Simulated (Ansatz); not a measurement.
This La₂O structure is the end of a relaxation. The cell was found from a structure generator's guess, not taken from experiment.

These are results of Ansatz, DFT PBE, scalar-relativistic, plane waves, PAW, not measurements. Cutoff 420 eV, Γ-centred mesh, Gaussian smearing, no spin polarisation.

```
CELL_PARAMETERS angstrom
6.70744 0.00000 0.00000
0.00000 6.70744 0.00000
0.00000 0.00000 3.73284
ATOMIC_POSITIONS crystal
La 0.81544 0.31544 0.50000
La 0.18456 0.68456 0.50000
La 0.68456 0.81544 0.50000
La 0.31544 0.18456 0.50000
O 0.00000 0.00000 0.50000
O 0.50000 0.50000 0.50000
```

The zero of energy is the elements' standard structures at the same level (O₂ as a molecule); no fitted shifts are applied.

(1) Find its symmetry and describe it.

(2) How far does it lie from the elements in energy?

(3) Is it a metal?

Answers

(1) P4/mbm (No. 127). Conventional cell: a = 6.707 Å, c = 3.733 Å. La is surrounded by 2 O at 2.45 Å, 5 La at 3.47–3.50 Å and 2 La at 3.73 Å; O is surrounded by 4 La at 2.45 Å.

(2) −1.49 eV/atom. A negative formation energy is needed for stability but isn't enough: competing phases decide.

(3) Yes, bands cross the Fermi level on the 6×6×10 mesh.

The last run used a 6×6×10 mesh (in the run's order of axes) for its 6-atom cell and Gaussian smearing of 0.10 eV. Symmetry constrained the relaxation, so the result can be a saddle point.
